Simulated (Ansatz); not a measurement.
# Rb₂Na₄Cu: reading a single point

```
Na Cu Rb
1.0
     0.00000    7.00668    0.00000
     7.56161   -3.50334    0.00000
     0.00000    0.00000   -6.99695
Na Cu Rb
8 2 4
Direct
  0.14960 0.29920 0.00000
  0.35040 0.70080 0.50000
  0.85040 0.70080 0.00000
  0.64960 0.29920 0.50000
  0.23400 0.00000 0.76800
  0.26600 0.00000 0.26800
  0.76600 0.00000 0.23200
  0.73400 0.00000 0.73200
  0.00000 0.00000 0.00000
  0.50000 0.00000 0.50000
  0.35840 0.71680 0.00000
  0.14160 0.28320 0.50000
  0.64160 0.28320 0.00000
  0.85840 0.71680 0.50000
```

Single point in Ansatz 0.2.0 with r2SCAN, no spin polarisation. Cutoff 500 eV, PAW datasets, 4×4×4 Γ-centred k mesh, gaussian filling (width 0.0137 eV).

(1) Which element gives electrons and which takes them?

(2) What happens at the Fermi level?

(3) Where is the largest force?

(4) What is the formation energy?

Origin: a known structure type with other elements, at an estimated volume, so it need not be a known compound. Caveats: atoms or cell far from equilibrium.

## Answers

(1) Bader charges in e: Rb +0.31, Na +0.24 to +0.60, Cu -2.30. In the mean Na gives up most and Cu takes most.

(2) It is a metal, with about 6.5 states/eV a cell as the mean within 0.25 eV of the Fermi level, mostly Na s (59 %) and Rb s (17 %).

(3) The largest is on Na1 (and as large on other atoms): 1.69 eV/Å, components (1.69, 0.00, 0.00). It makes 180° with the line to a nearest neighbour, Cu9 at 2.26 Å, pointing away from it.

(4) 0.75 eV an atom against the elements' usual phases (free molecules for gases, crystals otherwise, with no correction for O₂ or N₂), so at this geometry it isn't bound against them. Relaxing would lower it.
